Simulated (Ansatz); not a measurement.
The elements of this relaxed trial crystal are hidden behind letters.

```
lattice vectors (Å)
  -3.4592    3.4592    5.1658
   3.4592   -3.4592    5.1658
   3.4592    3.4592   -5.1658
fractional positions
X 0.7500 0.2500 0.5000
X 0.2500 0.7500 0.5000
Z 0.5000 0.5000 0.0000
Z 0.0000 0.0000 0.0000
Q 0.2958 0.7958 0.0916
Q 0.7958 0.7042 0.5000
Q 0.7500 0.7500 0.0000
Q 0.7042 0.2042 0.9084
Q 0.2042 0.2958 0.5000
Q 0.2500 0.2500 0.0000
```

Computed with DFT PBE, scalar-relativistic, plane waves, PAW in Ansatz. Settings of the last relaxation (10-atom cell): 420 eV, 8×8×8 k points, Gaussian smearing of 0.10 eV, no spin polarisation.

- Space group: I4/mcm (No. 140)
- Conventional cell: a = 6.918 Å, c = 10.332 Å
- Volume per atom: 24.73 Å³
- Density: 4.08 g/cm³
- Formation energy: −0.28 eV/atom
- Gap on the 8×8×8 mesh of the 10-atom cell: 0 eV (a metal)

Energies are uncorrected and count from the elements' standard states at the same level.

Q: X is an s-block element of period 4, Z is a p-block element of period 3 and Q is a p-block element of period 4. Which elements are they?

A: X = K, Z = Si, Q = Se, so the formula is KSiSe3. Density times volume gives a mean mass of 4.08 × 24.73/1.6605 = 60.8 u per atom, and this set has 60.8 u. Around K lie 8 Se at 3.27–3.46 Å and 4 Se at 3.88 Å; Si is surrounded by 6 Se at 2.49–2.58 Å; around Se on a site of symmetry m2m lie 2 Si at 2.49 Å and 2 K at 3.27 Å; 1 more site not described. Other sets within the hints have nearly the same mass, so mass alone doesn't settle it; this one was computed.

Symmetry constrained the relaxation, so the result can be a saddle point.
